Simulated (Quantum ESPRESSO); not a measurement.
Kohn-Sham bands of BaTiO3 (Amm2)

```
CELL_PARAMETERS angstrom
      3.98333     0.00000     0.00000
      0.00000     2.86259     2.87534
      0.00000    -2.86259     2.87534
ATOMIC_POSITIONS crystal
  Ba 0.00000 0.00341 0.00341
  Ti 0.50000 0.51850 0.51850
  O  0.50000 0.97843 0.49135
  O  0.50000 0.49135 0.97843
  O  0.00000 0.48820 0.48820
```

Cell from Materials Project (mp-5777), symmetrised, no further relaxation. COD (Crystallography Open Database) has the formula in 5 space groups, this one among them (matched by group alone). Computed values, not measurements, from LDA: Quantum ESPRESSO (norm-conserving PseudoDojo potentials, cutoff 68 Ry, no spin polarisation, no spin-orbit coupling) on a Γ-centred 4×4×4 mesh, then Wannier90. Density: 8×8×8 mesh, cold smearing 0.01 Ry. Spin-orbit coupling is left out although heavy elements are present.

The lattice is scaled uniformly by ε, fractional positions fixed (axis ratios and free coordinates are held, so this isn't the response to pressure); Kohn-Sham values from pw.x, the row at 2.0 % withheld:

| ε (%) | gap (eV) | width of the top valence group (eV) | direct gap at Γ (eV) |
|---|---|---|---|
| -4.0 | 2.411 | 4.598 | 2.668 |
| -2.0 | 2.274 | 4.494 | 2.602 |
| 0.0 | 2.133 | 4.381 | 2.518 |
| 2.0 | ? | ? | ? |
| 4.0 | 1.859 | 4.135 | 2.312 |

Question: Fit y = y₀ + bε + cε² to the rows at -4.0, 0 and 4.0 %, check it on the fourth row, and predict the withheld one.

Answer: 
- gap (eV): b = (1.859 − 2.411)/8 = -0.0690, c = (1.859 + 2.411 − 2×2.133)/32 = 0.00012. Check at -2.0 %: 2.271 for 2.274. Prediction 1.995; the run gives 1.994.
- width of the top valence group (eV): b = (4.135 − 4.598)/8 = -0.0579, c = (4.135 + 4.598 − 2×4.381)/32 = -0.00091. Check at -2.0 %: 4.493 for 4.494. Prediction 4.262; the run gives 4.261.
- direct gap at Γ (eV): b = (2.312 − 2.668)/8 = -0.0445, c = (2.312 + 2.668 − 2×2.518)/32 = -0.00175. Check at -2.0 %: 2.600 for 2.602. Prediction 2.422; the run gives 2.420.
